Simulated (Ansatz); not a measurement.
LaBRh₃:
```
LaBRh3
1.0
    4.25748     0.00000     0.00000
    0.00000     4.25748     0.00000
    0.00000     0.00000     4.25748
La Rh B
1 3 1
Direct
  0.00000   0.00000   0.00000
  0.00000   0.50000   0.50000
  0.50000   0.00000   0.50000
  0.50000   0.50000   0.00000
  0.50000   0.50000   0.50000
```

Relaxed with r²SCAN. Special points in fractions of this cell's reciprocal vectors: Γ (0.000, 0.000, 0.000); X (0.000, 0.500, 0.000); M (0.500, 0.500, 0.000); R (0.500, 0.500, 0.500).

Problem. List the band energies nearest the Fermi level at these points for r²SCAN (plane waves, PAW; program Ansatz).

Solution. In eV from the Fermi level; about four levels below and three above (degenerate sets whole), none deeper than 8.9 eV; points with the same levels are listed once.

```tsv
k	below	above
Γ	-1.32 -1.32 -0.56 -0.56 -0.56	0.14 0.25 0.25 0.25
X	-1.22 -1.22 -1.09 -0.84	0.26 1.83 1.83
M	-1.49 -1.24 -1.11 -0.31	1.72 1.72 3.46 3.46
R	-2.42 -2.42 -2.42 -1.45 -1.45	0.05 0.05 0.05
```

Space group Pm-3m (cubic perovskite). The workflow started from an entry of the Crystallography Open Database (COD). Its standing as an ambient phase is unchecked. The cell was relaxed with r²SCAN under the symmetry of its start; its stability against distortions is not shown here. The run is not spin-polarised. Spin–orbit coupling is left out wherever it is not named.

Potentials: the later of the program's two PAW sets.
